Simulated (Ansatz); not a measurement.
SiNi:
```
SiNi
1.0
    5.04383     0.00000     0.00000
    0.00000     3.33745     0.00000
    0.00000     0.00000     5.47361
Si Ni
4 4
Direct
  0.82004   0.75000   0.58737
  0.17996   0.25000   0.41263
  0.67996   0.25000   0.08737
  0.32004   0.75000   0.91263
  0.50915   0.25000   0.68784
  0.49085   0.75000   0.31216
  0.99085   0.75000   0.18784
  0.00915   0.25000   0.81216
```

This is the LDA-relaxed structure. Tensor components refer to the Cartesian frame of this cell.

**Question.** All from LDA (plane waves, PAW; program Ansatz), unless another level is named. Estimate the Debye temperature from the elastic constants.

**Answer.** 564 K.

**Question.** And the elastic constants (relaxed ions, GPa)?

**Answer.** C11 = 307, C22 = 259, C33 = 254, C12 = 192, C13 = 114, C23 = 166, C44 = 120, C55 = 150, C66 = 148.

**Question.** And the highest zone-centre frequency?

**Answer.** 423 cm⁻¹.

Space group Pnma. The cell was relaxed with LDA under the symmetry of its start. No spin polarisation was allowed. As this level gives no gap, shear constants depend on the k-mesh and smearing (Fermi–Dirac, 0.1 eV here). As this level gives no gap, phonon frequencies hold no LO–TO term and depend on the k-mesh and smearing (Fermi–Dirac, 0.1 eV here). On the denser mesh and wider smearing of the elastic run this cell carries a stress of 0.5 GPa.

Potentials: the later of the program's two PAW sets.
